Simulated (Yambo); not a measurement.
Here is the system:

```
CELL_PARAMETERS angstrom
      3.53753     0.00000     0.00000
     -1.76876     3.06359     0.00000
      0.00000     0.00000    15.90000
ATOMIC_POSITIONS crystal
  S  0.33333 0.66667 0.09510
  S  0.66667 0.33333 0.90490
  Sn 0.00000 0.00000 0.00000
```

Workflow: PBE (stringent potentials; pw.x of Quantum ESPRESSO, ONCV potentials, scalar-relativistic), then G0W0 in Yambo (6×6×1 Γ-centred k mesh, bands 5 to 125 and a 8 Ry block in the screening, 125 bands in G with the Bruneval-Gonze terminator, plasmon pole fitted at 27.2 eV, slab-truncated Coulomb interaction, stochastic integration of W near q = 0).

### Question
Give the PBE and G0W0 gaps between the band edges found on this mesh, and say where the edges lie.

### Answer
Edges: (0, 0.167) → M. PBE: 1.53 eV; G0W0: 3.10 eV. Convergence of the G0W0 settings was not tested. Spin-orbit splittings are left out.

Geometry strained from the cell relaxed with PBEsol, atoms relaxed again.
